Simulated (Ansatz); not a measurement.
A geometry of Ru away from equilibrium: step 2 of the relaxation of a relaxed Ru cell displaced along its unstable phonon at q = (½, ½, 0) of its primitive reciprocal cell (74i cm⁻¹), largest move 0.15 Å. Calculation: PBE (plane waves to 420 eV, PAW, scalar-relativistic; Ansatz, an electronic-structure program). Γ-centred k-mesh 13×13×13 on the run's cell (coarser than for final values), Fermi–Dirac smearing 0.05 eV.

```
CELL_PARAMETERS angstrom
      4.97657     0.00000     0.00000
      2.48829     2.48829     0.00000
      0.00000     0.00000     2.51089
ATOMIC_POSITIONS crystal
  Ru 0.00000 0.00000 0.08152
  Ru 0.50000 0.00000 0.91848
```

**Question.** Which atoms carry the largest force, and which way does it point?

**Answer.** 0.35 eV/Å, on Ru1, Ru2 (atoms numbered as listed); on Ru1 its components are (0.00, 0.00, 0.35).

**Question.** What is the pressure?

**Answer.** +2.0 GPa, compression positive.

**Question.** How much energy per atom can still be gained by relaxing?

**Answer.** 0.55 eV/atom; the path ends in I4/mmm (No. 139) (AFLOW prototype A_tI2_139_a (A_a)).

No spin polarisation in the result. A magnetic state may lie lower.

The run could not lose the symmetry of its start: the end is stationary, and may be a saddle point rather than a minimum.

The end of the path is a generated cell of Ru: the first start was made by placing the elements on the sites of a structure type, and the end was not matched to a known phase here, so it may be hypothetical. Known forms of Ru include space group No. 194.
